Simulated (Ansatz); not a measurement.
Here is the system:

NbP:
```
NbP
1.0
   -1.65178     1.65178     5.61467
    1.65178    -1.65178     5.61467
    1.65178     1.65178    -5.61467
Nb P
2 2
Direct
  0.00021   0.00021   0.00000
  0.75021   0.25021   0.50000
  0.58242   0.58242   0.00000
  0.33242   0.83242   0.50000
```

This is the LDA-relaxed structure.

Question: All from LDA (plane waves, PAW; program Ansatz), unless another level is named. Estimate the bulk modulus (Birch–Murnaghan fit).

Answer: 208 GPa.

Question: What about the highest zone-centre frequency?

Answer: 395 cm⁻¹.

Space group I4_1md. The LDA relaxation kept the symmetry of its start; of distortions, only those at the zone centre were tested. The run is not spin-polarised. A small band overlap can be real or an error of a semilocal functional. As this level gives no gap, phonon frequencies hold no LO–TO term and depend on the k-mesh and smearing (Fermi–Dirac, 0.1 eV here).

Potentials: the earlier of the program's two PAW sets.
